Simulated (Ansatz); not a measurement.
Ba$_{2}$YHO$_{3}$ in space group I4mm (No. 107; Pearson symbol tI14), the program Ansatz at the PBE level (PAW). The conduction-band minimum lies at M, with 1 equivalent valley. Second derivatives d²E/dk² of the lowest band at one valley (eV·Å²), along Cartesian directions:

```tsv
direction	d²E/dk²
[100]	11.03
[010]	11.03
[001]	10.67
[110]	11.03
[101]	10.85
[011]	10.85
```

Q: Find the principal effective masses, the density-of-states mass and the conductivity mass.

A: Off-diagonal terms follow from H_xy = H[110] − (H_xx + H_yy)/2, and m*/mₑ = 7.620 eV·Å² over each eigenvalue: 0.69, 0.69, 0.71. One valley's DOS mass (m₁m₂m₃)^(1/3) = 0.70, conductivity mass 3/(Σ 1/mᵢ) = 0.70 mₑ.

Q: What effective density of states Nc follows at 300 K for parabolic valleys?

A: Nc = 2.509e19 × 1 × (0.70)^(3/2) ≈ 1.5e19 cm⁻³.

The start of the workflow was typed in or built on a structure type; neither database checked (COD, Materials Project) lists it. Whether it is the stable phase at ambient conditions was not checked. The PBE relaxation kept the symmetry of its start; whether a distortion lowers the energy is not shown. No spin polarisation was allowed. Scalar-relativistic: spin–orbit coupling is off unless named, which matters more the heavier the elements.

Potentials: the earlier of the program's two PAW sets.

Edges and masses are those of Kohn–Sham bands, whose gap is no quasiparticle gap.
